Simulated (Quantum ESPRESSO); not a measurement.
BaTe is modelled in the cubic space group Fm-3m (No. 225), the rock salt structure, Pearson symbol cF8. Lattice parameters: a = b = c = 6.939 Å, α = β = γ = 90.00°. Te on 4b is surrounded by 6 Ba at 3.469 Å (octahedral). Ba on 4a is coordinated by 6 Te at 3.469 Å (octahedral). (Neighbours: up to the widest gap in distance over summed covalent radii, below 1.35, at either atom; cation-cation contacts left out.)
(The calculation used a cell of 2 atoms; values per cell refer to that cell.)

Cell and atoms were relaxed with PBEsol from Materials Project entry mp-1000, within its symmetry.

Question: What does PBE (stringent potentials; Quantum ESPRESSO, PseudoDojo norm-conserving, 107 Ry, scalar-relativistic) give for the electronic structure near the Fermi level?

Answer: The PBE gap is indirect, 1.55 eV, from Γ to X; the smallest direct gap is 1.90 eV. Without spin-orbit coupling, band edges of such heavy elements can be off by tenths of an eV.
